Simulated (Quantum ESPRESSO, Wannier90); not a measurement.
Wannier functions of PbI2 (CdI2 type)

Structure: Materials Project mp-22893, symmetrised, not relaxed again. COD (Crystallography Open Database) has the formula in 4 space groups, this one among them (matched by group alone). Method: PBEsol plane waves in Quantum ESPRESSO 7.5 (PseudoDojo norm-conserving files, 56 Ry, spinors with spin-orbit coupling), Bloch states on a 6×6×4 mesh through Γ, Wannier90 4.0.1. Density: 12×12×4 mesh, cold smearing 0.01 Ry.

```
begin unit_cell_cart
ang
    4.6126901213    0.0000000000    0.0000000000
   -2.3063450607    3.9947068249    0.0000000000
    0.0000000000    0.0000000000    7.2570300000
end unit_cell_cart
mp_grid = 6 6 4
```

**Question.** Which shells of neighbouring k-points and which b-vectors and weights does Wannier90 pick for this cell and mesh?

**Answer.** 
```
 *---------------------------------- K-MESH ----------------------------------*
 +----------------------------------------------------------------------------+
 |                    Distance to Nearest-Neighbour Shells                    |
 |                    ------------------------------------                    |
 |          Shell             Distance (Ang^-1)          Multiplicity         |
 |          -----             -----------------          ------------         |
 |             1                   0.216452                      2            |
 |             2                   0.262146                      6            |
 |             3                   0.339959                     12            |
 |             4                   0.432903                      2            |
 |             5                   0.454051                      6            |
 |             6                   0.503004                     12            |
 |             7                   0.506089                     12            |
 |             8                   0.524293                      6            |
       ... (lines left out)
 +----------------------------------------------------------------------------+
 | The b-vectors are chosen automatically                                     |
 | The following shells are used:                       1,  2                 |
 +----------------------------------------------------------------------------+
 |                        Shell   # Nearest-Neighbours                        |
 |                        -----   --------------------                        |
 |                          1               2                                 |
 |                          2               6                                 |
 +----------------------------------------------------------------------------+
 | Completeness relation is fully satisfied [Eq. (B1), PRB 56, 12847 (1997)]  |
 +----------------------------------------------------------------------------+
 |                  b_k Vectors (Ang^-1) and Weights (Ang^2)                  |
 |                  ----------------------------------------                  |
 |            No.         b_k(x)      b_k(y)      b_k(z)        w_b           |
 |            ---        --------------------------------     --------        |
 |             1         0.000000    0.000000    0.216452    10.672056        |
 |             2         0.000000    0.000000   -0.216452    10.672056        |
 |             3         0.000000    0.262146    0.000000     4.850554        |
 |             4         0.227025    0.131073    0.000000     4.850554        |
 |             5         0.000000   -0.262146    0.000000     4.850554        |
 |             6         0.227025   -0.131073    0.000000     4.850554        |
 |             7        -0.227025   -0.131073    0.000000     4.850554        |
 |             8        -0.227025    0.131073    0.000000     4.850554        |
```
